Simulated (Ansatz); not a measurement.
Relaxed-ion elastic tensor of YN (rock salt, space group No. 225) in GPa (Voigt order), the program Ansatz at the r²SCAN level (PAW); density 5.83 g/cm³, 14.67 Å³ per atom.

```
 336  86.6  86.6   0.0   0.0   0.0
86.6   336  86.6   0.0   0.0   0.0
86.6  86.6   336   0.0   0.0   0.0
 0.0   0.0   0.0   132   0.0   0.0
 0.0   0.0   0.0   0.0   132   0.0
 0.0   0.0   0.0   0.0   0.0   132
```

Q: Is the crystal mechanically stable?

A: Yes: the smallest eigenvalue of C is 132 GPa.

Q: Work out the Voigt, Reuss and Hill averages.

A: K_V = 170, K_R = 170, K_H = 170; G_V = 129, G_R = 129, G_H = 129 GPa.

Q: Give Young's modulus, Poisson's ratio, Pugh's ratio and the universal anisotropy index.

A: E = 9KG/(3K + G) = 308 GPa; ν = 0.20; K/G = 1.32 (brittle by the Pugh limit of 1.75); A_U = 5G_V/G_R + K_V/K_R − 6 = 0.00.

Q: Estimate the sound speeds and the Debye temperature.

A: v_l = √((K + 4G/3)/ρ) = 7650 m/s, v_t = √(G/ρ) = 4700 m/s, mean 5190 m/s; Θ = (h/k)(3n/4πV)^(1/3) v_m = 631 K.

Q: Give the Zener ratio and Young's modulus along [100], [110] and [111].

A: A = 2C44/(C11 − C12) = 1.06; 1/E = S11 − 2(S11 − S12 − S44/2)Γ with Γ = 0, 1/4, 1/3 gives 300, 310, 314 GPa.

Space group Fm-3m (rock salt). The r²SCAN relaxation kept the symmetry of its start. The run is not spin-polarised.

Potentials: the later of the program's two PAW sets.
